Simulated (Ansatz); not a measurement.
Cells of InSe relaxed with r2SCAN (plane waves to 500 eV, PAW, scalar-relativistic; Ansatz, an electronic-structure program), each with a space-group label. One label is wrong.

**A**, labelled P4/mmm (No. 123)
```xyz
8
Lattice="4.1239 0.0000 0.0000 -2.0619 3.5714 0.0000 0.0000 0.0000 19.4890" Properties=species:S:1:pos:R:3 pbc="T T T"
In     0.0000     0.0000    19.0350
In     0.0000     0.0000     9.2905
In     2.0620     1.1905    14.8976
In     0.0000     2.3809     5.1531
Se     0.0000     0.0000    16.5075
Se     0.0000     0.0000     6.7629
Se     2.0620     1.1905    10.4753
Se     0.0000     2.3809     0.7308
```

**B**, labelled P-62m (No. 189)
```yaml
crystal:
  lattice:
    - [6.84643, 0.00000, 0.00000]
    - [-3.42322, 5.92918, 0.00000]
    - [0.00000, 0.00000, 6.43049]
  atoms:
    - { symbol: In, position: [0.33333, 0.66667, 0.50000] }
    - { symbol: In, position: [0.66667, 0.33333, 0.50000] }
    - { symbol: In, position: [0.33333, 0.66667, 0.00000] }
    - { symbol: In, position: [0.66667, 0.33333, 0.00000] }
    - { symbol: Se, position: [0.72625, 0.00000, 0.00000] }
    - { symbol: Se, position: [0.00000, 0.72625, 0.00000] }
    - { symbol: Se, position: [0.27375, 0.27375, 0.00000] }
    - { symbol: Se, position: [0.00000, 0.00000, 0.50000] }
```

**C**, labelled P4₂/mnm (No. 136)
```
CELL_PARAMETERS angstrom
      8.27336     0.00000     0.00000
      0.00000     8.27336     0.00000
      0.00000     0.00000     4.05210
ATOMIC_POSITIONS crystal
  In 0.38201 0.61799 0.00000
  In 0.88201 0.88201 0.50000
  In 0.11799 0.11799 0.50000
  In 0.61799 0.38201 0.00000
  Se 0.25500 0.25500 0.00000
  Se 0.75500 0.24500 0.50000
  Se 0.24500 0.75500 0.50000
  Se 0.74500 0.74500 0.00000
```

**D**, labelled P6₃/mmc (No. 194)
```yaml
crystal:
  lattice:
    - [2.02165, -3.50101, 0.00000]
    - [2.02165, 3.50101, 0.00000]
    - [0.00000, 0.00000, 17.43291]
  atoms:
    - { symbol: In, position: [0.16638, 0.83362, 0.66973] }
    - { symbol: In, position: [0.83362, 0.16638, 0.16973] }
    - { symbol: In, position: [0.83362, 0.16638, 0.33027] }
    - { symbol: In, position: [0.16638, 0.83362, 0.83027] }
    - { symbol: Se, position: [0.16711, 0.83289, 0.09752] }
    - { symbol: Se, position: [0.83289, 0.16711, 0.59752] }
    - { symbol: Se, position: [0.83289, 0.16711, 0.90248] }
    - { symbol: Se, position: [0.16711, 0.83289, 0.40248] }
```

Problem. Which label is wrong, and what should it be (tolerance 0.01 Å)?

Solution. A: its symmetry is P6₃mc (No. 186), hP8; a = b = 4.124 Å, c = 19.489 Å, α = β = 90.00°, γ = 120.00°.

Each run could gain symmetry but not lose that of its start, so entries can be saddle points. From databases, or of a type measured for this composition: P6₃/mmc, hP8, non-magnetic; the others are generated cells (placed on structure types, drawn at random, substituted or restacked) that were not matched to a known phase here.

Spin states reached: non-magnetic, ferromagnetic; non-magnetic ones ran without spin or lost their moments; spin orders were not searched systematically.
